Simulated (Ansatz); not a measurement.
HfSi in space group Pnma (No. 62; Hf on 4c, Si on 4c) under volume change, the program Ansatz at the r²SCAN level (PAW), shape and atoms relaxed at each volume.

```tsv
V (Å³/atom)	E − E(relaxed) (meV/atom)	P (GPa)
15.398	79.6	18.12
15.906	33.5	11.14
16.413	8.0	5.15
16.921	0.0	0.00
17.428	7.1	-4.40
17.936	27.2	-8.17
18.444	58.4	-11.40
```

### Question
What does a third-order Birch–Murnaghan fit give for V₀, B₀ and B′?

### Answer
V₀ = 16.92 Å³/atom, B₀ = 158 GPa, B′ = 4.1.

The workflow started from a Materials Project entry (that database holds measured and hypothetical structures alike); the Crystallography Open Database files this formula in space group No. 62, but the cells were not matched. Its standing as an ambient phase is unchecked. The cell was relaxed with r²SCAN under the symmetry of its start; whether a distortion lowers the energy is not shown. The run is not spin-polarised. Spin–orbit coupling is left out wherever it is not named.

Potentials: the later of the program's two PAW sets.
